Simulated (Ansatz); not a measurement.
input.yaml

```yaml
crystal:
  lattice:
    - [4.187, 0.0, 0.0]
    - [0.0, 4.187, 0.0]
    - [0.0, 0.0, 3.95]
  atoms:
    - { symbol: Ti, position: [0.0, 0.5, 0.5] }
    - { symbol: Ti, position: [0.5, 0.0, 0.5] }
    - { symbol: Ti, position: [0.5, 0.5, 0.0] }
    - { symbol: Ag, position: [0.0, 0.0, 0.0] }
basis:
  ecutwfc: 500
kpoints:
  mp_grid: { grid: [4, 4, 4] }
hamiltonian:
  xc: r2scan
scf:
  occupations: { method: gaussian, width: 0.1 }
output:
  forces: true
  stress: true
  eigenvalues: true
```

It can be run as
```bash
ansatz run input.yaml --threads 1 --pin off --backend cpu --events-out ev --progress --plain --runs-dir out  # memory cap (--max-ram) not shown
```

Computed with Ansatz, DFT r2SCAN, scalar-relativistic, plane waves, PAW.

Part of what the program printed, abridged (iterations and final results):

```
SCF iter   1: F=—  HF=-15116.524544 eV  |F-HF|=—  |Δ(HF+E_count)|=         —  Δρ=1.83e-2  dr2=2.91e-1  dr2_τ=2.78e-2  ethr=1.77e-3  ⟨swp⟩=3.7  Hψ=1798  notcnv=0
SCF iter   2: F=—  HF=-15116.549024 eV  |F-HF|=—  |Δ(HF+E_count)|=   2.45e-2  Δρ=7.46e-3  dr2=4.19e-2  dr2_τ=4.29e-3  ethr=5.30e-4  ⟨swp⟩=2.8  Hψ=1216  notcnv=0  defer=7
SCF iter   3: F=—  HF=-15116.551581 eV  |F-HF|=—  |Δ(HF+E_count)|=   2.56e-3  Δρ=7.34e-3  dr2=6.63e-2  dr2_τ=3.22e-3  ethr=7.61e-5  ⟨swp⟩=2.1  Hψ=780  notcnv=0  defer=7
SCF iter   4: F=—  HF=-15116.548480 eV  |F-HF|=—  |Δ(HF+E_count)|=   3.10e-3  Δρ=3.04e-3  dr2=5.76e-3  dr2_τ=4.35e-4  ethr=7.61e-5  ⟨swp⟩=2.0  Hψ=749  notcnv=0  defer=7
SCF iter   5: F=—  HF=-15116.549548 eV  |F-HF|=—  |Δ(HF+E_count)|=   1.07e-3  Δρ=9.54e-4  dr2=4.41e-4  dr2_τ=3.45e-5  ethr=1.05e-5  ⟨swp⟩=2.0  Hψ=687  notcnv=0  defer=7
SCF iter   6: F=—  HF=-15116.549711 eV  |F-HF|=—  |Δ(HF+E_count)|=   1.63e-4  Δρ=2.38e-4  dr2=3.50e-5  dr2_τ=1.72e-6  ethr=8.02e-7  ⟨swp⟩=2.8  Hψ=1066  notcnv=0  defer=7
SCF iter   7: F=—  HF=-15116.549710 eV  |F-HF|=—  |Δ(HF+E_count)|=   1.07e-6  Δρ=6.22e-5  dr2=1.87e-6  dr2_τ=1.19e-7  ethr=6.37e-8  ⟨swp⟩=2.1  Hψ=822  notcnv=0  defer=7
SCF iter   8: F=—  HF=-15116.549711 eV  |F-HF|=—  |Δ(HF+E_count)|=   1.17e-6  Δρ=2.19e-5  dr2=5.22e-7  dr2_τ=1.32e-8  ethr=3.40e-9  ⟨swp⟩=2.2  Hψ=867  notcnv=0  defer=7
SCF iter   9: F=-15116.549711 eV  HF=-15116.549711 eV  |F-HF|=9.28e-9  |Δ(HF+E_count)|=   7.54e-8  Δρ=4.36e-6  dr2=1.84e-8  dr2_τ=4.60e-10  ethr=1.82e-10  ⟨swp⟩=4.2  Hψ=2105  notcnv=0
the search or the solves at the SCF's close seem to have found levels that the self-consistency loop had missed (the run counts 1). By its estimate they hold under 1e-12 electrons; where the run keeps them, the occupations were computed again with them
SCF 1 converged in 9 iterations: F = -15116.549711 eV  dr2 = 1.84e-8
SCF converged after 9 iterations
Free energy (F): -15116.549711 eV
Harris-Foulkes:  -15116.549711 eV  (|F-HF|=9.28e-9)
Internal energy: -15116.503218 eV  (E = F + TS)
E sigma→0 (E₀):  -15116.526465 eV
Entropy (-TS):   -0.046494 eV (-11.623 meV/atom)
Fermi energy:    14.287356 eV
--- Per-component energies (eV) ---
  E_band       = -799.510331
  E_kinetic    = 1341.432092
  E_local      = -4909.197783  (includes V_loc(G=0)·N_el)
  E_nonlocal   = 99.735626
  E_hartree    = 2122.427237
  E_xc         = -457.538300
  E_vxc        = -663.130314  (∫ρ·V_xc dr)
  E_paw        = -7088.108811  (= ΣΔE_a)
  E_vpaw       = -960.397542  (= ΣTr[D̂ρ^β])
  E_aug_tail   = 0.000311  (compensation charges beyond the density's cutoff)
  E_vtau       = 47.195438  (kinetic-family band-sum trace: ∫τ·v_τ [+ j·A + Jᵃ·Aᵃ] dr)
  E_ewald      = -6223.983907
  E_core_change = -1.269682  (= ΣΔE_core)
  E_smearing   = -0.046494  (= −TS)
--- Forces (eV/Å), atoms counted from 1 ---
  atom   1  Ti     0.00000000     0.00000000     0.00000000
  atom   2  Ti     0.00000000     0.00000000     0.00000000
  atom   3  Ti     0.00000000     0.00000000     0.00000000
  atom   4  Ag     0.00000000     0.00000000     0.00000000
--- Stress (GPa, compression-positive) ---
       -3.043419       0.000000       0.000000
        0.000000      -3.043419       0.000000
        0.000000       0.000000       0.043734
  P = ⅓ Tr σ = -2.0144 GPa (-20.144 kbar)
--- Band table (eV; the first three rows and the last of 18) ---
  k-point 0: bands = ["-80.9467", "-44.9432", "-44.8519", "-44.7354", "-43.4952", "-43.4952", "-43.4921", "-20.2975", "-20.2975", "-20.2648", "-20.0728", "-20.0453", "-20.0453", "-19.8058", "-19.8058", "-19.7197", "7.1936", "8.4260", "8.4701", "8.8513", "8.8513", "8.8570", "11.3874", "13.7209", "13.7209", "13.7637", "14.1043", "14.3969", "16.3014", "16.3014", "16.5924", "16.5924", "16.6504"]
  k-point 1: bands = ["-80.9466", "-44.9331", "-44.8515", "-44.7465", "-43.4951", "-43.4951", "-43.4912", "-20.2606", "-20.2606", "-20.2220", "-20.0810", "-20.0389", "-20.0389", "-19.8513", "-19.8513", "-19.7834", "7.8992", "8.6233", "8.7395", "8.9319", "8.9364", "8.9364", "11.6864", "13.4277", "13.7031", "13.7031", "13.7374", "14.4875", "15.0959", "15.0959", "16.2510", "16.4382", "16.7632"]
  k-point 2: bands = ["-80.9466", "-44.9217", "-44.8512", "-44.7588", "-43.4950", "-43.4950", "-43.4904", "-20.2171", "-20.2171", "-20.1616", "-20.0892", "-20.0207", "-20.0207", "-19.9151", "-19.9151", "-19.8646", "8.6658", "8.7781", "9.0102", "9.0306", "9.0306", "10.1902", "10.4320", "12.6873", "13.4925", "13.4925", "13.7064", "14.9786", "14.9786", "15.1573", "15.8488", "16.1237", "16.1237"]
  k-point 17: bands = ["-80.9466", "-44.8845", "-44.8845", "-44.7581", "-43.4958", "-43.4958", "-43.4937", "-20.3674", "-20.3015", "-20.2934", "-20.2934", "-19.9685", "-19.8509", "-19.8509", "-19.8345", "-19.6670", "8.5573", "8.5573", "8.5972", "9.2860", "9.4199", "10.5159", "13.0749", "13.0749", "13.3416", "14.2392", "14.2751", "14.2751", "14.8422", "14.8436", "15.2303", "15.2303", "16.6839"]
```

The run converged.

The k mesh is coarse.